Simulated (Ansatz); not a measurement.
# Phase order of Au (with spin–orbit coupling)

Structure types of Au are relaxed in primitive cells with their symmetry kept at 0 GPa, first on PAW files, then by LAPW. The enthalpy is E + pV at zero temperature, without zero-point motion. Only the types listed were tried, and differences under about 5 meV/atom are mesh noise.

All numbers are LDA results (with spin–orbit coupling) from Ansatz 0.2.0, with Fermi–Dirac smearing of 0.05 eV, no spin polarisation. Methods: LAPW: all electrons, basis error target 0.5 meV/atom; PAW: frozen-core files, cutoff 420 eV.

k meshes: fcc 17×17×17, bcc 18×18×18, hcp 16×16×9, sc 16×16×16, diamond 13×13×13.

The PAW files were made under PBE.

Q: Order the types by LAPW enthalpy, lowest first.
A. sc
B. diamond
C. hcp
D. bcc
E. fcc

A: E (0 meV/atom), C (12 meV/atom), D (19 meV/atom), A (275 meV/atom), B (1022 meV/atom).

```csv
start type,ends as,"a, b, c (Å)",V (Å³/atom),"H − H(lowest), LAPW (meV/atom)","same, PAW"
fcc,"fcc, Fm-3m","4.037, 4.037, 4.037",16.44,0.0,0.0
bcc,"bcc, Im-3m","3.207, 3.207, 3.207",16.49,18.8,18.9
hcp,"hcp, P6_3/mmc","2.837, 2.837, 4.722",16.46,12.0,12.0
sc,"sc, Pm-3m","2.659, 2.659, 2.659",18.81,274.5,274.9
diamond,"diamond, Fd-3m","5.927, 5.927, 5.927",26.03,1022.3,1022.1
```
